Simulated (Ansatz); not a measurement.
Computed properties of SrTiHO₂

SrTiHO2:
```cif
data_HO2SrTi
_chemical_formula_sum 'Sr1 Ti1 O2 H1'
_space_group_name_H-M_alt 'P 1'
_space_group_IT_number 1
_cell_length_a 3.94343
_cell_length_b 3.94343
_cell_length_c 3.68439
_cell_angle_alpha 90.000
_cell_angle_beta 90.000
_cell_angle_gamma 90.000
loop_
_space_group_symop_operation_xyz
  'x, y, z'
loop_
_atom_site_label
_atom_site_type_symbol
_atom_site_fract_x
_atom_site_fract_y
_atom_site_fract_z
_atom_site_occupancy
Sr1 Sr 0.00000 0.00000 0.00000 1
Ti1 Ti 0.50000 0.50000 0.50000 1
O1 O 0.50000 0.00000 0.50000 1
O2 O 0.00000 0.50000 0.50000 1
H1 H 0.50000 0.50000 0.00000 1
```
The run is spin-polarised; directions of the spins, atom by atom: 0 0 0 0 0.

Space group P4/mmm (No. 123); conventional cell a = b = 3.9434 Å, c = 3.6844 Å, α = β = γ = 90.00°.

Method: plane-wave PAW PBEsol (Ansatz code). Geometry: relaxed at this level of theory. Other levels are named where they apply.

**Cell and energy**

- Volume per atom: 11.46 Å³
- Density: 4.88 g/cm³
- Formation energy from the elements (no fitted shifts): -2.30 eV/atom

**Electronic structure**

- Electronic character = metallic (no gap)
- Density of states at the Fermi level = 0.40 states/eV per atom (mean over ±0.08 eV)

**Magnetism**

- Magnetic order: ferromagnetic
- Net moment: 0.05 μB per atom

**Mechanics**

- Bulk modulus (Birch–Murnaghan fit): 131 GPa
- Pressure derivative B′: 4.6

The start of the workflow was typed in or built on a structure type; neither database checked (COD, Materials Project) lists it. Whether it is the stable phase at ambient conditions was not checked. The PBEsol relaxation kept the symmetry of its start; its stability against distortions is not shown here. Magnetic state: ferromagnetic, chosen from 4 collinear starts compared on coarse meshes (ties went to the first, and starts can fall back to one state), not a proven ground state. No Hubbard U is applied. The compound may be a true metal, but semilocal functionals without U, or a wrong spin order, can also close a gap. The references are the lowest solids computed at this level, not always the standard phases (solids in place of the gases). Scalar-relativistic: spin–orbit coupling is off unless named, which matters more the heavier the elements.

Potentials: the earlier of the program's two PAW sets. The files were generated under PBE; for other functionals the program regenerates the frozen cores, and for LDA and PBEsol the local potential too.
